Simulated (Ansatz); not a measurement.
Consider the following.

Pt:
```xyz
2
Lattice="0.0000 2.8877 2.8877 2.8877 0.0000 2.8877 2.8877 2.8877 0.0000" Properties=species:S:1:pos:R:3 pbc="T T T"
Pt     1.4438     1.4438     1.4438
Pt     0.0000     0.0000     0.0000
```

This is the PBE-relaxed structure.

Task: All from the program Ansatz at the PBE level (PAW), unless another level is named. Give the density of states at the Fermi level.

Result: 3.0 states/eV per atom (mean over ±0.08 eV).

Task: And the gap with spin–orbit coupling?

Result: none (metallic).

Space group Fd-3m (diamond). A made-up cell: these elements were put on the sites of a structure type; neither database checked (COD, Materials Project) lists it. It is not the phase usual at ambient conditions (space group No. 225). Symmetry was held in the PBE relaxation. At this level the phase is mechanically unstable. The run is not spin-polarised. Spin–orbit coupling is left out wherever it is not named.

Potentials: the later of the program's two PAW sets.
